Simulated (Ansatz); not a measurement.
Lattice vibrations of SiTe2 at Γ at 4.7 GPa

Theory: DFT LDA, scalar-relativistic, plane waves, PAW (Ansatz 0.2.0). Settings: 420 eV plane-wave cutoff, Γ-centred 12×12×12 mesh, Fermi-Dirac smearing of 0.15 eV. No spin polarisation. Phonons by linear response, acoustic sum rule imposed.

The cell is fixed (symmetry leaves no force on the atoms) and stands under 4.7 GPa:
```xyz
3
Lattice="0.0000 3.3209 3.3209 3.3209 0.0000 3.3209 3.3209 3.3209 0.0000" Properties=species:S:1:pos:R:3 pbc="T T T"
Si    0.0000    0.0000    0.0000
Te    1.6604    1.6604    1.6604
Te    4.9813    4.9813    4.9813
```

The cell is the ideal cubic fluorite prototype; whether it is the stable structure of this composition wasn't checked. In a metal, frequencies and elastic constants depend on the k mesh and the smearing, soft modes and shear constants most.

(1) Is this structure stable against zone-centre distortions?

(2) List the optical modes at Γ (i marks imaginary ones).

Answers

(1) Yes, at Γ: no optical mode is imaginary. Strains and other wave vectors aren't tested by this run.

(2)
```csv
frequency (THz),degeneracy
3.31,3
4.47,3
```

Cost: 1 run of about 3.7 core-minutes, on Arm Neoverse N1 (shared hosts).